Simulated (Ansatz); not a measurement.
System: Pt (fcc type), 1 atom in the cell.

```xyz
1
Lattice="0.0000 1.9874 1.9874 1.9874 0.0000 1.9874 1.9874 1.9874 0.0000" Properties=species:S:1:pos:R:3 pbc="T T T"
Pt    0.0000    0.0000    0.0000
```

Code and potentials: Ansatz all-electron LAPW. Settings of the plain PBE run: k-mesh 4×4×4 Γ-centred; Fermi–Dirac smearing of 0.15 eV; no spin polarisation; no spin–orbit coupling.

Plain PBE gives:

```yaml
Pressure: -2.05 GPa
```

Task: What changes under PBE with spin–orbit coupling?

Result: The pressure rises by 0.08 GPa to -1.97 GPa.

The k-mesh is coarse, so these values belong to this mesh and can lie far from the converged ones.
